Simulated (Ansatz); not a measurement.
Relaxation of a relaxed Cu2O cell squeezed uniformly to 88 % of its volume; 6 atoms in the cell, which starts as Pn-3m, origin choice 1 (No. 224), cP6; a = 4.0675 Å, b = 4.0675 Å, c = 4.0675 Å, α = 90.00°, β = 90.00°, γ = 90.00°. All values below come from r2SCAN (plane waves to 500 eV, PAW, scalar-relativistic; Ansatz, an electronic-structure program). Γ-centred k-mesh 6×6×6 on the run's cell (coarser than for final values), Fermi–Dirac smearing 0.05 eV. This is the first round of the run. 

The optimiser's lines from the output (shortened; P is positive under compression):

```
relax step   1: F+E_penalty+E_count = -27659.35755219 eV  Δ(F+E_penalty+E_count) = +0.000e0 eV  max|allowed force component| = 5.782e-18 eV/Å  Δτ_max = 0.0000 Å  P = +21.968 GPa  Ω = 67.293 Å³  (10 SCF iters, dr2 threshold 1.00e-7 eV, accepted)
relax step   2: F+E_penalty+E_count = -27659.74540248 eV  Δ(F+E_penalty+E_count) = -3.879e-1 eV  max|allowed force component| = 2.390e-17 eV/Å  Δτ_max = 0.0000 Å  P = +10.713 GPa  Ω = 71.207 Å³  (8 SCF iters, dr2 threshold 6.00e-7 eV, accepted)
relax step   3: F+E_penalty+E_count = -27659.89837727 eV  Δ(F+E_penalty+E_count) = -1.530e-1 eV  max|allowed force component| = 1.581e-17 eV/Å  Δτ_max = 0.0000 Å  P = +1.852 GPa  Ω = 75.376 Å³  (8 SCF iters, dr2 threshold 6.00e-7 eV, accepted)
relax step   4: F+E_penalty+E_count = -27659.90330580 eV  Δ(F+E_penalty+E_count) = -4.929e-3 eV  max|allowed force component| = 9.637e-18 eV/Å  Δτ_max = 0.0000 Å  P = -0.017 GPa  Ω = 76.449 Å³  (8 SCF iters, dr2 threshold 6.00e-7 eV, accepted)
relax step   5: F+E_penalty+E_count = -27659.91493779 eV  Δ(F+E_penalty+E_count) = -1.163e-2 eV  max|allowed force component| = 8.095e-18 eV/Å  Δτ_max = 0.0000 Å  P = +0.040 GPa  Ω = 76.449 Å³  stress off target by 3.97e-2 GPa  SCF on the basis re-selected at this cell (its energy is not comparable with the rows above)  (9 SCF iters)
relax step   6: F+E_penalty+E_count = -27659.91491999 eV  Δ(F+E_penalty+E_count) = +1.779e-5 eV  max|allowed force component| = 1.349e-17 eV/Å  Δτ_max = 0.0000 Å  P = +0.001 GPa  Ω = 76.472 Å³  (7 SCF iters, dr2 threshold 3.95e-9 eV, accepted)
relax step   7: F+E_penalty+E_count = -27659.91495552 eV  Δ(F+E_penalty+E_count) = -3.553e-5 eV  max|allowed force component| = 1.272e-17 eV/Å  Δτ_max = 0.0000 Å  P = +0.001 GPa  Ω = 76.472 Å³  stress off target by 1.22e-3 GPa  SCF on the basis re-selected at this cell (its energy is not comparable with the rows above)  (6 SCF iters)
```

From the first to the last row the energy changes by -0.09 eV/atom and the volume by +13.6 %. The last row is marked as not comparable with the walk above it, whose basis was carried along; it does compare with step 1, since both stand on a basis selected at the nominal cutoff for their own cell.

Later rounds, restarted from the end of this one on a renewed k-mesh, logged 2 more steps and released under 0.01 eV/atom more. The final structure after all rounds: Pn-3m, origin choice 1 (No. 224), cP6, AFLOW prototype A2B_cP6_224_b_a (C3, as in Cu2O); a = b = c = 4.245 Å, α = β = γ = 90.00°. Between re-selections the logged energies stand on a plane-wave basis carried along with the cell. No spin polarisation in the result.

The run could not lose the symmetry of its start.

All atoms sit on sites fixed by symmetry, so only the cell could relax.
